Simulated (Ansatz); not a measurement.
ZrIr:
```
ZrIr
1.0
    3.26838     0.00000     0.00000
    0.00000     3.26838     0.00000
    0.00000     0.00000     3.26838
Zr Ir
1 1
Direct
  0.50000   0.50000   0.50000
  0.00000   0.00000   0.00000
```

Relaxed with PBEsol.

Task: Give the Bader charges and basin volumes of the independent atoms, PBEsol in the plane-wave PAW code Ansatz.

Result: 

```json
[
 {"atom": "Zr1", "Bader charge (e)": "+1.56", "Bader volume (Å³)": "12.8"},
 {"atom": "Ir2", "Bader charge (e)": "-1.56", "Bader volume (Å³)": "22.1"}
]
```

Space group Pm-3m (CsCl type). The workflow started from an entry of the Crystallography Open Database (COD). Its standing as an ambient phase is unchecked. The PBEsol relaxation kept the symmetry of its start. At this level the phase is mechanically unstable. No spin polarisation was allowed. Spin–orbit coupling is left out wherever it is not named.

Potentials: the later of the program's two PAW sets.
